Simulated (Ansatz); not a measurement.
WS₂:
```cif
data_S2W
_chemical_formula_sum 'W1 S2'
_space_group_name_H-M_alt 'P 1'
_space_group_IT_number 1
_cell_length_a 6.32163
_cell_length_b 6.32163
_cell_length_c 6.32163
_cell_angle_alpha 28.667
_cell_angle_beta 28.667
_cell_angle_gamma 28.667
loop_
_space_group_symop_operation_xyz
  'x, y, z'
loop_
_atom_site_label
_atom_site_type_symbol
_atom_site_fract_x
_atom_site_fract_y
_atom_site_fract_z
_atom_site_occupancy
W1 W 0.99934 0.99934 0.99934 1
S1 S 0.58013 0.58013 0.58013 1
S2 S 0.75182 0.75182 0.75182 1
```

Relaxed with LDA.

Which orbitals make up the states near the band edges in DFT-LDA in the program Ansatz with PAW potentials?

Top 1 eV of the valence band: W 5d 60 %, S 3p 33 %. Bottom 1 eV of the conduction band: W 5d 60 %, S 3p 31 %, outside the projected shells 5 %. Projections are on Löwdin-orthogonalised atomic valence shells; empty p or d shells of many metals are not among them.

Tabulate the density of states.

States/eV per cell of 3 atoms, in 0.25 eV bins, energy from the valence-band maximum.

| E (eV) | total | S 3p | W 5d | S 3s |
|---|---|---|---|---|
| -7.85 | 0.05 | 0.03 | 0.01 | 0.00 |
| -7.60 | 0.20 | 0.12 | 0.05 | 0.01 |
| -7.35 | 1.01 | 0.64 | 0.21 | 0.05 |
| -7.10 | 1.40 | 0.87 | 0.33 | 0.06 |
| -6.85 | 2.47 | 1.50 | 0.72 | 0.07 |
| -6.60 | 2.37 | 1.40 | 0.76 | 0.06 |
| -6.35 | 1.94 | 1.17 | 0.63 | 0.06 |
| -6.10 | 1.80 | 1.19 | 0.49 | 0.07 |
| -5.85 | 1.08 | 0.75 | 0.26 | 0.04 |
| -5.60 | 1.29 | 0.84 | 0.25 | 0.10 |
| -5.35 | 2.80 | 1.64 | 0.77 | 0.21 |
| -5.10 | 3.58 | 2.02 | 1.05 | 0.30 |
| -4.85 | 1.29 | 0.73 | 0.41 | 0.08 |
| -4.60 | 1.77 | 1.13 | 0.50 | 0.08 |
| -4.35 | 3.10 | 1.95 | 1.00 | 0.08 |
| -4.10 | 3.26 | 2.05 | 1.06 | 0.07 |
| -3.85 | 1.68 | 1.00 | 0.60 | 0.03 |
| -3.60 | 1.51 | 0.85 | 0.60 | 0.02 |
| -3.35 | 1.63 | 0.93 | 0.63 | 0.02 |
| -3.10 | 3.03 | 1.99 | 0.88 | 0.08 |
| -2.85 | 3.42 | 2.35 | 0.87 | 0.11 |
| -2.60 | 2.70 | 1.98 | 0.56 | 0.08 |
| -2.35 | 2.52 | 1.95 | 0.45 | 0.05 |
| -2.10 | 1.37 | 1.05 | 0.25 | 0.03 |
| -1.85 | 1.72 | 0.81 | 0.79 | 0.04 |
| -1.60 | 3.12 | 1.17 | 1.77 | 0.06 |
| -1.35 | 1.87 | 0.69 | 1.07 | 0.03 |
| -1.10 | 1.13 | 0.37 | 0.70 | 0.02 |
| -0.85 | 0.56 | 0.17 | 0.35 | 0.02 |
| -0.60 | 0.19 | 0.07 | 0.10 | 0.01 |
| -0.35 | 0.12 | 0.05 | 0.07 | 0.01 |
| -0.10 | 0.04 | 0.02 | 0.02 | 0.00 |
| 0.15 | 0.00 | 0.00 | 0.00 | 0.00 |
| 0.40 | 0.00 | 0.00 | 0.00 | 0.00 |
| 0.65 | 0.00 | 0.00 | 0.00 | 0.00 |
| 0.90 | 0.11 | 0.04 | 0.06 | 0.00 |
| 1.15 | 0.63 | 0.23 | 0.33 | 0.02 |
| 1.40 | 1.46 | 0.43 | 0.88 | 0.03 |
| 1.65 | 2.11 | 0.65 | 1.28 | 0.04 |
| 1.90 | 2.89 | 0.92 | 1.76 | 0.04 |
| 2.15 | 4.26 | 1.30 | 2.68 | 0.08 |
| 2.40 | 3.65 | 1.28 | 2.02 | 0.07 |
| 2.65 | 4.01 | 1.07 | 2.47 | 0.10 |
| 2.90 | 2.44 | 0.80 | 1.31 | 0.08 |
| 3.15 | 2.17 | 0.74 | 1.08 | 0.08 |
| 3.40 | 1.74 | 0.63 | 0.83 | 0.07 |
| 3.65 | 0.73 | 0.34 | 0.33 | 0.01 |
| 3.90 | 1.94 | 0.85 | 0.86 | 0.06 |
| 4.15 | 1.94 | 0.81 | 0.86 | 0.09 |
| 4.40 | 1.13 | 0.37 | 0.48 | 0.08 |
| 4.65 | 0.88 | 0.21 | 0.32 | 0.07 |
| 4.90 | 0.69 | 0.13 | 0.18 | 0.05 |
| 5.15 | 0.58 | 0.08 | 0.05 | 0.03 |
| 5.40 | 0.67 | 0.10 | 0.05 | 0.03 |
| 5.65 | 0.85 | 0.13 | 0.07 | 0.04 |

Space group R3m. The first step of the workflow began from a Materials Project structure, measured or hypothetical; the Crystallography Open Database files this formula in space group No. 160, but the cells were not matched. It is not the phase usual at ambient conditions (space group No. 194). Symmetry was held in the LDA relaxation; of distortions, only those at the zone centre were tested. No spin polarisation was allowed. A crystal of weakly bound layers computed without a dispersion correction: the cell and the soft elastic constants depend strongly on that. Spin–orbit coupling is left out wherever it is not named.

Potentials: the later of the program's two PAW sets.
